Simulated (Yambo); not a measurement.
Yambo run on CaC2 (space group C2/m, No. 12). The wavefunctions come from this Quantum ESPRESSO step (LDA, PseudoDojo standard norm-conserving files, scalar-relativistic):

```
&CONTROL
  calculation = 'nscf'
  pseudo_dir = './pseudo'
  outdir = './out'
/
&SYSTEM
  ibrav = 0
  nat = 6
  ntyp = 2
  ecutwfc = 82.0
  ecutrho = 328.0
  occupations = 'fixed'
  force_symmorphic = .true.
  nbnd = 180
/
&ELECTRONS
  conv_thr = 6.000000000000001e-09
  diago_full_acc = .true.
  diago_thr_init = 1e-08
/
ATOMIC_SPECIES
C 12.0110 C.upf
Ca 40.0780 Ca.upf
CELL_PARAMETERS angstrom
  3.578900000000  -1.915295000000   0.000000000000
  3.578900000000   1.915295000000   0.000000000000
 -2.164250000000   0.000000000000   7.092931000000
ATOMIC_POSITIONS crystal
C   0.079220000000   0.079220000000   0.564310000000
C   0.920780000000   0.920780000000   0.435690000000
C   0.451860000000   0.451860000000   0.058250000000
C   0.548140000000   0.548140000000   0.941750000000
Ca   0.797410000000   0.797410000000   0.753510000000
Ca   0.202590000000   0.202590000000   0.246490000000
K_POINTS automatic
4 4 2 0 0 0
```

Yambo input:

```
rim_cut
gw0
dyson
el_el_corr
HF_and_locXC
ppa
em1d
RandQpts= 1000000
RandGvec= 1 Ry
EXXRLvcs= 82 Ry
VXCRLvcs= 328 Ry
Chimod= "HARTREE"
% BndsRnXp
 1 | 179 |
%
NGsBlkXp= 8 Ry
% LongDrXp
 1.0 | 1.0 | 1.0 |
%
PPAPntXp= 27.2114 eV
% GbndRnge
 1 | 179 |
%
GTermKind= "BG"
DysSolver= "n"
ExtendOut
% QPkrange
 1 | 1 | 18 | 19 |
 2 | 2 | 18 | 19 |
 5 | 5 | 18 | 19 |
 6 | 6 | 18 | 19 |
 13 | 13 | 18 | 19 |
 14 | 14 | 18 | 19 |
%
```

k points by index: 1 = Γ, 2 = (0, 0, -0.5), 5 = (0, -0.5, 0), 6 = (0, -0.5, -0.5), 13 = (-0.5, -0.5, 0), 14 = (-0.5, -0.5, -0.5).

Table of the .qp output:

```
#    K-point    Band    Eo [eV]    E [eV]    E-Eo [eV]    Vxc [eV]    Vnlxc [eV]    Sc|Eo [eV]    Sc|E [eV]    dSc/dw|Eo [eV]    Re(Z)    Im(Z)
#
    1    18    -0.269673    -1.259665    -0.989992    -13.93296    -16.68159    1.492600    1.758641    -7.311766    0.788204    -0.001485
    1    19    3.072432    4.371033    1.298601    -11.85314    -6.631606    -3.635986    -3.922936    -6.012336    0.819033    -0.001260
    2    18    -0.212966    -1.204473    -0.991507    -14.14893    -17.61521    2.205189    2.474776    -7.397761    0.786246    -0.001479
    2    19    3.611826    4.816587    1.204761    -12.05363    -6.928881    -3.645303    -3.919989    -6.203664    0.814343    -0.001202
    5    18    -0.224891    -1.204670    -0.979779    -14.23868    -18.30029    2.808433    3.081832    -7.592012    0.781857    -0.001518
    5    19    3.151893    4.273752    1.121859    -11.54675    -6.635366    -3.539788    -3.789525    -6.056966    0.817934    -0.001206
    6    18    -0.439305    -1.430091    -0.990786    -14.11716    -18.34255    2.956493    3.234606    -7.637198    0.780844    -0.001414
    6    19    2.180467    3.281627    1.101160    -10.87004    -6.170566    -3.364060    -3.598317    -5.788329    0.824593    -0.001176
    13    18    -0.086550    -1.020693    -0.934143    -14.27453    -18.27925    2.811379    3.070580    -7.549344    0.782817    -0.001510
    13    19    3.972849    5.252372    1.279523    -11.31789    -5.862512    -3.914718    -4.175857    -5.553046    0.830514    -0.001238
    14    18    0.000000    -0.942886    -0.942886    -14.47826    -18.48349    2.799542    3.062340    -7.583161    0.782056    -0.001507
    14    19    4.447426    5.936079    1.488653    -11.73451    -5.671779    -4.266483    -4.574076    -5.622092    0.828768    -0.001082
```
(The two width columns are left out.) Convergence of these settings isn't established.

Geometry of the Materials Project entry, not relaxed at this level.

The structure is a Materials Project entry; no match was found in the copy of COD used, and its stability was not checked.
